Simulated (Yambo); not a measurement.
Yambo input for LuBrO (space group P4/nmm, No. 129) (a = b = 3.754 Å, c = 8.286 Å, α = β = γ = 90.00°), on PBEsol (Quantum ESPRESSO, PseudoDojo norm-conserving, 100 Ry, no spin-orbit coupling) wavefunctions on a 4×4×2 mesh:

```
optics
chi
dipoles
kernel
FFTGvecs= 40 Ry
Chimod= "HARTREE"
NGsBlkXd= 3 Ry
% QpntsRXd
 1 | 1 |
%
% BndsRnXd
 3 | 108 |
%
GrFnTpXd= "R"
% EnRngeXd
 0.0 | 20.0 | eV
%
% DmRngeXd
 0.2 | 0.2 | eV
%
CGrdSpXd= 50
ETStpsXd= 161
% LongDrXd
 1.0 | 0.0 | 0.0 |
%
```

First lines of the file o-*.eps_q1_inv_rpa_dyson:

```
Absorption @ Q(1):   1.00000000     0.00000000     0.00000000    [q->0 direction]
#
# [ X ] Hartree size     :   65
# [GEN] GF Energies     : Perdew, Burke & Ernzerhof SOL(X)+Perdew, Burke & Ernzerhof SOL(C)
# [GEN] Green`s Function     : Retarded
#
# [GEN] Gauge     : Length
# [GEN] [r,Vnl] included     : yes
#
#    E[1] [eV]     Im(eps)     Re(eps)     Im(eps_o)     Re(eps_o)
#
     0.000000     -0.61862E-17     4.811236     -0.60664E-17     5.442607
     0.125000     0.003539     4.812336     0.004188     5.443910
     0.250000     0.007095     4.815644     0.008396     5.447824
     0.375000     0.010687     4.821175     0.012646     5.454369
     0.500000     0.014333     4.828956     0.016959     5.463577
     0.625000     0.018052     4.839028     0.021357     5.475494
     0.750000     0.021866     4.851441     0.025864     5.490179
     0.875000     0.025795     4.866260     0.030506     5.507708
     1.000000     0.029864     4.883563     0.035311     5.528172
     1.125000     0.034100     4.903446     0.040309     5.551680
     1.250000     0.038533     4.926018     0.045534     5.578361
     1.375000     0.043196     4.951412     0.051026     5.608367
     1.500000     0.048128     4.979780     0.056829     5.641876
     1.625000     0.053374     5.011301     0.062992     5.679091
     1.750000     0.058987     5.046181     0.069577     5.720252
     1.875000     0.065030     5.084663     0.076653     5.765637
     2.000000     0.071576     5.127030     0.084304     5.815569
     2.125000     0.078718     5.173616     0.092632     5.870429
     2.250000     0.086570     5.224812     0.101763     5.930662
     2.375000     0.095273     5.281086     0.111852     5.996798
     2.500000     0.105009     5.342999     0.123099     6.069468
     2.625000     0.116017     5.411232     0.135762     6.149433
     2.750000     0.128615     5.486621     0.150182     6.237625
     2.875000     0.143242     5.570206     0.166828     6.335196
     3.000000     0.160523     5.663310     0.186359     6.443595
     3.125000     0.181380     5.767642     0.209740     6.564688
     3.250000     0.207240     5.885467     0.238453     6.700918
     3.375000     0.240440     6.019851     0.274900     6.855571
     3.500000     0.285068     6.175025     0.323254     7.033138
     3.625000     0.348876     6.356792     0.391365     7.239744
     3.750000     0.447967     6.572295     0.495453     7.482925
     3.875000     0.618793     6.824557     0.672072     7.766192
     4.000000     0.941830     7.074691     1.001584     8.051268
```
(The file goes on to the top of the energy range.) Convergence of the RPA response with its 4×4×2 mesh was not tested.

Geometry relaxed with PBE+D3(BJ).
